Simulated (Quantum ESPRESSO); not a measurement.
## Au2Ga2Ta2AgMo (one composition in several site orders)

Computed values, not a measurement. The program is pw.x of Quantum ESPRESSO 7.5 (plane-wave density functional theory). The cell is made up: eight metal atoms on a hexagonal close-packed lattice, with elements, volume, strain and displacements drawn at random and not relaxed, so it may be unstable or far from any real phase. PseudoDojo standard norm-conserving files set the functional (PBE unless stated); there is no spin polarisation or spin-orbit coupling, the Fermi-Dirac width of 0.25 eV means electrons at about 2900 K, and the masses in the input are unused placeholders. Heavy elements are run without spin-orbit coupling, which real alloys of them have. A spin test at this wide smearing found no moment, but such smearing suppresses magnetism that the real alloy may have.

The runs put one composition on the sites in different orders. Cell, positions, cutoff, mesh and smearing stay as in the input of run 1; sites are counted in its order. Stress in the tables is positive in tension.

Input of run 1:

```
&control calculation='scf', pseudo_dir='./dojo.nc.sr.pbe.v0_5.standard.upf', outdir='./o', disk_io='minimal', tprnfor=.true., tstress=.true. /
&system ibrav=0, nat=8, ntyp=5, nbnd=74, ecutwfc=82.02448710, nosym=.true., tot_charge=0,
 occupations='smearing', smearing='fd', degauss=0.0183746611
/
&electrons conv_thr=1.470e-08, electron_maxstep=70, mixing_beta=0.5 /
ATOMIC_SPECIES
Ag 1.0 Ag.upf
Au 1.0 Au.upf
Ga 1.0 Ga.upf
Mo 1.0 Mo.upf
Ta 1.0 Ta.upf
CELL_PARAMETERS angstrom
0.0 5.2187 0.0
3.013 0.0 4.8098
3.013 0.0 -4.8098
ATOMIC_POSITIONS angstrom
Au 0.0348 -0.146 -0.1448
Ga 2.9401 -0.0081 0.046
Ta 3.1442 1.6969 -2.4063
Ga 3.06 1.5578 2.3585
Au 1.5749 2.6121 -0.111
Ta 4.5223 2.6177 -0.0658
Ag 1.4066 4.3657 -2.3964
Mo 1.4842 4.3004 2.4639
K_POINTS automatic
5 5 5 1 1 1
```

| run | elements on sites 1 to 8 | free energy less that of run 1 (eV) | -TS (eV) | pressure (GPa) | stress xx (GPa) | stress yy (GPa) | stress zz (GPa) | stress yz (GPa) | stress xz (GPa) | stress xy (GPa) | iterations |
| --- | --- | --- | --- | --- | --- | --- | --- | --- | --- | --- | --- |
| 1 | Au Ga Ta Ga Au Ta Ag Mo | 0.000 | -1.241 | -10.63 | 9.99 | 12.73 | 9.18 | -0.27 | -0.86 | -0.15 | 15 |
| 2 | Ta Au Mo Ga Ga Ta Ag Au | 0.469 | -1.432 | -9.86 | 12.31 | 9.88 | 7.40 | -1.28 | 1.81 | -0.69 | 15 |
| 3 | Ta Au Ga Au Mo Ta Ag Ga | 0.094 | -1.392 | -9.37 | 11.24 | 9.57 | 7.31 | 0.20 | 0.60 | 0.71 | 15 |
| 4 | Ta Ag Ga Mo Ga Au Au Ta | 0.176 | -1.288 | -9.58 | 10.62 | 11.04 | 7.08 | 0.02 | 2.29 | 1.05 | 15 |
| 5 | Au Ta Ga Au Ta Mo Ga Ag | 0.052 | -1.406 | -9.45 | 11.57 | 9.66 | 7.10 | -0.08 | 1.05 | -0.39 | 15 |
| 6 | Mo Ga Ta Au Au Ta Ga Ag | 0.325 | -1.361 | -10.59 | 12.72 | 10.94 | 8.13 | 0.15 | -1.70 | -0.09 | 15 |

Forces Fx Fy Fz (eV/Å):

```
site              run 1              run 2              run 3              run 4              run 5              run 6
   1    -0.27 0.71 1.34    -0.69 1.10 1.67     0.00 0.27 1.79    -0.85 0.73 0.49    -0.14 0.52 0.92    -0.70 0.29 1.28
   2   0.16 -0.23 -0.39    0.19 0.05 -0.36   0.27 -0.28 -0.40   0.30 -0.07 -0.40   0.95 -0.46 -1.04    0.25 0.15 -0.36
   3    0.38 0.17 -0.25   -0.45 0.05 -0.28   -0.33 0.26 -0.43  -0.04 -0.29 -0.40    0.02 0.28 -0.43  -0.56 -0.11 -0.73
   4    -0.14 0.59 0.19     0.08 0.58 0.06    -0.20 1.14 0.32    -0.86 0.74 1.10   -0.06 1.06 -0.14    -0.13 0.54 0.03
   5   -0.17 -0.48 0.55   -0.45 -0.35 0.25   -0.79 -0.11 0.21   -0.18 -0.11 0.31    0.06 -0.33 0.61   -0.17 -0.10 0.44
   6   0.18 -0.12 -0.48    0.68 -0.94 0.02    0.35 -0.29 0.03    0.36 -0.55 0.33   -0.68 -0.38 1.14    0.94 -0.46 0.65
   7   0.74 -0.37 -0.88   1.02 -0.36 -0.74   0.93 -0.69 -0.79   1.00 -0.91 -0.43   0.31 -0.46 -0.50   0.67 -0.31 -0.46
   8  -0.87 -0.27 -0.09  -0.38 -0.14 -0.61  -0.22 -0.30 -0.73    0.27 0.46 -1.00  -0.46 -0.22 -0.55   -0.29 0.00 -0.85
```

The sites are displaced and not relaxed, so the energy differences mix bonding between neighbours with strain and are not ordering energies. A rerun of one cell of this series at a higher cutoff and on a denser mesh moved values by no more than 0.003 eV in energy, 0.03 GPa in stress and 0.003 eV/Å in force, and a second program with other atomic files agreed on that cell to 2 % rms in force and 0.5 GPa in pressure.